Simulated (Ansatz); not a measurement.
Input and command of a calculation in Ansatz (plane waves; scalar-relativistic PAW potentials unless the input names others):

```yaml
crystal:
  lattice:
    - [10.1086195685, 0.0, 0.0]
    - [-5.0543097843, 8.7543213435, 0.0]
    - [0.0, 0.0, 4.0674229572]
  atoms:
    - { symbol: Sr, position: [0.0, 0.0, 0.0], spin: -2.0 }
basis:
  ecutwfc: 420
kpoints:
  mp_grid: { grid: [6, 6, 8] }
hamiltonian:
  xc: pbesol
scf:
  occupations: { method: gaussian, width: 0.03 }
output:
  forces: true
  eigenvalues: true
  stress: true
magnetization:
  spin_polarized: true
```

```bash
ansatz run input.yaml --threads 1 --pin off --max-ram 1228MiB --backend cpu --events-out ev --progress --plain --runs-dir out
```

Abridged log:
```
Basis set: ecut = 420 eV, 7033 PW (Γ), exchange–correlation on 144×144×60 points (8 copies of the dense FFT grid, shifted against one another)
Bands: 10, of which v1, the nominal top of the filled ones, is band 5 counted from 1 (4 counted from 0)
Symmetry: 24 space group operations
k-points: 35 of 288
SCF iter   1: F=—  HF=-3490.113707 eV  |F-HF|=—  |Δ(HF+E_count)|=         —  Δρ=1.79e-2 (↑1.79e-2 ↓1.72e-2) dr2=3.37e-1  dr2_m=9.96e-1  M=-0.250 μB ∫|m|=0.269 μB  β_m=0.30  ethr=3.10e-3  ⟨swp⟩=9.7  Hψ=7173  notcnv=0
spin=Collinear: Resta preconditioning applied to the charge; magnetization (m = ρ↑ − ρ↓) channel mixes plain (no charge-response kernel on spin).
SCF iter   2: F=—  HF=-3490.357090 eV  |F-HF|=—  |Δ(HF+E_count)|=   2.43e-1  Δρ=1.26e-2 (↑1.26e-2 ↓1.22e-2) dr2=1.79e-1  dr2_m=4.98e-1  M=-0.250 μB ∫|m|=0.265 μB  β_m=0.30  ethr=3.10e-3  ⟨swp⟩=1.1  Hψ=1270  notcnv=0
SCF iter   3: F=—  HF=-3490.474389 eV  |F-HF|=—  |Δ(HF+E_count)|=   1.17e-1  Δρ=9.37e-3 (↑8.57e-3 ↓9.37e-3) dr2=4.43e-2  dr2_m=2.63e-1  M=-0.250 μB ∫|m|=0.250 μB  β_m=0.30  ethr=1.79e-3  ⟨swp⟩=2.6  Hψ=1068  notcnv=0
SCF iter   4: F=—  HF=-3490.540338 eV  |F-HF|=—  |Δ(HF+E_count)|=   6.59e-2  Δρ=6.34e-3 (↑6.12e-3 ↓6.34e-3) dr2=1.50e-3  dr2_m=1.28e-1  M=-0.250 μB ∫|m|=0.250 μB  β_m=0.30  ethr=4.43e-4  ⟨swp⟩=2.6  Hψ=1007  notcnv=0  defer=55
SCF iter   5: F=—  HF=-3490.576183 eV  |F-HF|=—  |Δ(HF+E_count)|=   3.58e-2  Δρ=4.43e-3 (↑4.43e-3 ↓4.41e-3) dr2=1.18e-3  dr2_m=6.43e-2  M=-0.250 μB ∫|m|=0.250 μB  β_m=0.30  ethr=1.50e-5  ⟨swp⟩=3.0  Hψ=1410  notcnv=0  defer=56
SCF iter   6: F=—  HF=-3490.594042 eV  |F-HF|=—  |Δ(HF+E_count)|=   1.79e-2  Δρ=3.17e-3 (↑3.17e-3 ↓3.13e-3) dr2=7.78e-5  dr2_m=3.28e-2  M=-0.250 μB ∫|m|=0.250 μB  β_m=0.30  ethr=1.18e-5  ⟨swp⟩=2.8  Hψ=1106  notcnv=0  defer=56
SCF iter   7: F=—  HF=-3490.603108 eV  |F-HF|=—  |Δ(HF+E_count)|=   9.07e-3  Δρ=2.25e-3 (↑2.25e-3 ↓2.24e-3) dr2=2.11e-5  dr2_m=1.67e-2  M=-0.250 μB ∫|m|=0.250 μB  β_m=0.30  ethr=7.78e-7  ⟨swp⟩=2.1  Hψ=1125  notcnv=0  defer=56
SCF iter   8: F=—  HF=-3490.607853 eV  |F-HF|=—  |Δ(HF+E_count)|=   4.74e-3  Δρ=1.64e-3 (↑1.60e-3 ↓1.64e-3) dr2=2.02e-4  dr2_m=8.62e-3  M=-0.250 μB ∫|m|=0.250 μB  β_m=0.30  ethr=2.11e-7  ⟨swp⟩=2.2  Hψ=1091  notcnv=0  defer=56
Mixer restart at iter 8: flushing history
spin-set hold released at iteration 8 (site moments contracting): the magnetisation degrees of freedom join the quasi-Newton model from the next iteration; the mixer history was flushed
   ...
SCF iter  10: F=—  HF=-3490.615234 eV  |F-HF|=—  |Δ(HF+E_count)|=   4.72e-3  Δρ=2.30e-4 (↑1.25e-4 ↓2.30e-4) dr2=3.17e-4  dr2_m=8.21e-5  M=-0.250 μB ∫|m|=0.261 μB  β_m=0.82  ethr=2.11e-7  ⟨swp⟩=4.0  Hψ=1906  notcnv=0  defer=56
SCF iter  11: F=—  HF=-3490.616398 eV  |F-HF|=—  |Δ(HF+E_count)|=   1.16e-3  Δρ=1.39e-4 (↑7.29e-5 ↓1.39e-4) dr2=2.38e-4  dr2_m=3.07e-5  M=-0.250 μB ∫|m|=0.278 μB  β_m=0.91  ethr=2.11e-7  ⟨swp⟩=3.3  Hψ=1343  notcnv=0  defer=42
SCF iter  12: F=—  HF=-3490.616786 eV  |F-HF|=—  |Δ(HF+E_count)|=   3.88e-4  Δρ=3.34e-5 (↑3.34e-5 ↓2.20e-5) dr2=1.72e-5  dr2_m=1.49e-6  M=-0.250 μB ∫|m|=0.298 μB  β_m=0.96  ethr=2.11e-7  ⟨swp⟩=3.4  Hψ=1461  notcnv=0  defer=42
SCF iter  13: F=—  HF=-3490.616802 eV  |F-HF|=—  |Δ(HF+E_count)|=   1.57e-5  Δρ=9.16e-6 (↑8.73e-6 ↓9.16e-6) dr2=2.65e-6  dr2_m=1.57e-7  M=-0.250 μB ∫|m|=0.302 μB  β_m=0.98  ethr=1.72e-7  ⟨swp⟩=2.9  Hψ=998  notcnv=0  defer=42
SCF iter  14: F=—  HF=-3490.616804 eV  |F-HF|=—  |Δ(HF+E_count)|=   2.24e-6  Δρ=2.49e-6 (↑2.24e-6 ↓2.49e-6) dr2=3.63e-8  dr2_m=1.39e-8  M=-0.250 μB ∫|m|=0.303 μB  β_m=0.99  ethr=1.00e-9  ⟨swp⟩=8.9  Hψ=4560  notcnv=0
SCF iter  15: F=—  HF=-3490.616804 eV  |F-HF|=—  |Δ(HF+E_count)|=   3.10e-7  Δρ=8.19e-7 (↑4.18e-7 ↓8.19e-7) dr2=1.91e-8  dr2_m=3.59e-10  M=-0.250 μB ∫|m|=0.304 μB  β_m=0.99  ethr=3.63e-10  ⟨swp⟩=6.9  Hψ=3389  notcnv=0
SCF iter  16: F=—  HF=-3490.616804 eV  |F-HF|=—  |Δ(HF+E_count)|=   4.89e-9  Δρ=1.62e-7 (↑1.62e-7 ↓1.36e-7) dr2=3.01e-10  dr2_m=5.31e-11  M=-0.250 μB ∫|m|=0.303 μB  β_m=1.00  ethr=1.91e-10  ⟨swp⟩=3.7  Hψ=1757  notcnv=0
SCF iter  17: F=-3490.616804 eV  HF=-3490.616804 eV  |F-HF|=4.82e-11  |Δ(HF+E_count)|=   1.13e-9  Δρ=4.89e-8 (↑4.59e-8 ↓4.89e-8) dr2=4.69e-12  dr2_m=6.79e-12  M=-0.250 μB ∫|m|=0.304 μB  ethr=3.01e-12  ⟨swp⟩=2.9  Hψ=1415  notcnv=0
SCF 1 converged in 17 iterations: F = -3490.616804 eV  dr2 = 4.69e-12
SCF converged after 17 iterations
Magnetization: -0.2500 μB (4.8750 up, 5.1250 down)
Absolute magnetization: 0.3046 μB (∫|ρ↑−ρ↓|, with the PAW one-centre terms)
Spin contamination: 0.0053 ħ² per cell (⟨S²⟩ above its minimum at these occupations)
Per-site moments (μB) at R_I (Å): [(-0.07100729, 1.67781196)]
Free energy (F): -3490.616804 eV
Harris-Foulkes:  -3490.616804 eV  (|F-HF|=4.82e-11)
Internal energy: -3490.614558 eV  (E = F + TS)
E sigma→0 (E₀):  -3490.615681 eV
Entropy (-TS):   -0.002246 eV (-2.246 meV/atom)
Fermi energy:    -0.737020 eV
--- Forces (eV/Å), atoms counted from 1 ---
  atom   1  Sr     0.00000000     0.00000000     0.00000000
--- Stress (GPa, compression-positive) ---
       -0.016744       0.000000       0.000000
        0.000000      -0.016744       0.000000
        0.000000       0.000000       0.419310
  P = ⅓ Tr σ = 0.1286 GPa (1.286 kbar)
```

Apart from outputs and empty bands, the input differs from a reference run on usual settings in magnetization: not typed → {"spin_polarized": true} (random starting moments). The reference, at the same geometry (not necessarily relaxed), gave pressure 0.18 GPa, largest force 0.000 eV/Å, no gap on the mesh. This run converged in 17 SCF iterations (reference: 9) with an energy at zero smearing 9.43 meV/atom below the reference's, pressure 0.13 GPa, largest force 0.000 eV/Å, no gap on the mesh.